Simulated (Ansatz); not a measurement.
The end of the path is a generated cell of NaYCl4: the first start was made by placing the elements on the sites of a structure type, and the end was not matched to a known phase here, so it may be hypothetical.

A geometry of NaYCl₄ away from equilibrium: the start of the relaxation of a generated cell, NaYCl4 placed in the AFLOW prototype AB4C_hP6_191_a_h_b (as in MgAlB4). Computed with r2SCAN (plane waves to 500 eV, PAW, scalar-relativistic; Ansatz, an electronic-structure program). Γ-centred k-mesh 6×6×3 on the run's cell (coarser than for final values), Fermi–Dirac smearing 0.05 eV.

```xyz
6
Lattice="4.2940 0.0000 0.0000 -2.1470 3.7187 0.0000 0.0000 0.0000 9.4677" Properties=species:S:1:pos:R:3 pbc="T T T"
Na     0.0000     0.0000     4.7339
Y      0.0000     0.0000     0.0000
Cl     0.0000     2.4791     2.2846
Cl     2.1470     1.2396     2.2846
Cl     2.1470     1.2396     7.1831
Cl     0.0000     2.4791     7.1831
```

What forces act on the atoms (eV/Å)?


```json
[
 {"atom": "Na1", "Fx": "0.00", "Fy": "0.00", "Fz": "0.00"},
 {"atom": "Y2", "Fx": "0.00", "Fy": "0.00", "Fz": "0.00"},
 {"atom": "Cl3", "Fx": "0.00", "Fy": "0.00", "Fz": "-0.80"},
 {"atom": "Cl4", "Fx": "0.00", "Fy": "0.00", "Fz": "-0.80"},
 {"atom": "Cl5", "Fx": "0.00", "Fy": "0.00", "Fz": "0.80"},
 {"atom": "Cl6", "Fx": "0.00", "Fy": "0.00", "Fz": "0.80"}
]
```

What is the pressure?

+7.5 GPa, compression positive.

How far above the relaxed end point is this geometry?

1.15 eV/atom; the path ends in P6/mmm (No. 191).

No spin polarisation in the result.

The run could not lose the symmetry of its start: the end is stationary, and may be a saddle point rather than a minimum.
